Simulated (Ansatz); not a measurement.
The start is a relaxed Ge cell with every coordinate shifted by Gaussian noise of σ = 0.1 Å. The structure is fully relaxed (lattice and positions, P = 0) with r2SCAN (plane waves to 500 eV, PAW, scalar-relativistic; Ansatz, a program for electronic structure).

Ansatz input:
Ansatz 0.2 input:
```yaml
crystal:
  lattice:
    - [0, 2.837285992, 2.837285992]
    - [2.837285992, 0, 2.837285992]
    - [2.837285992, 2.837285992, 0]
  atoms:
    - { symbol: Ge, position: [0.0233550607, -0.0005200429, -0.0152333493] }
    - { symbol: Ge, position: [0.2563517402, 0.2496771784, 0.2483747912] }
basis: { ecutwfc: 500, ecutrho_ratio: 4, xc_grid: 4, fft_grid_basis: typed }
kpoints: { mp_grid: { grid: [10, 10, 10] } }
hamiltonian:
  xc: r2scan
  dispersion: none
  pseudopotentials: { kind: paw }
scf: { occupations: { method: fermi_dirac, width: 0.05 } }
relax: { f_tol: 0.01, max_steps: 100, cell: { stress_tol: 0.02 } }
output: { forces: true, stress: true }
```

| Property | Value |
|---|---|
| Initial pressure | +0.1 GPa (positive: the cell is compressed) |
| Energy released | 0.011 eV/atom |
| Relative to the parent | The parent structure is recovered, Fd-3m (No. 227) |
| Shortest distances (start → end) | The closest pairs of elements (up to four, under 3.6 Å), start → end: Ge–Ge 2.41 → 2.46 Å |
| Band gap at the end | 0.36 eV, direct at Γ (no spin-orbit coupling) |
| Optimiser moves | 3 |

Relaxed structure:

```cif
data_Ge8
_chemical_formula_sum 'Ge8'
_space_group_name_H-M_alt 'Fd-3m :1'
_space_group_IT_number 227
_space_group_name_Hall 'F 4d 2 3 -1d'
_cell_length_a 5.67485
_cell_length_b 5.67485
_cell_length_c 5.67485
_cell_angle_alpha 90.000
_cell_angle_beta 90.000
_cell_angle_gamma 90.000
loop_
_atom_site_label
_atom_site_type_symbol
_atom_site_symmetry_multiplicity
_atom_site_Wyckoff_symbol
_atom_site_fract_x
_atom_site_fract_y
_atom_site_fract_z
_atom_site_occupancy
Ge1 Ge 8 b 0.50000 0.50000 0.50000 1
```
(The calculation used a cell of 2 atoms; values per cell refer to that cell.)

No spin polarisation in the result.

The run could not lose the symmetry of its start.
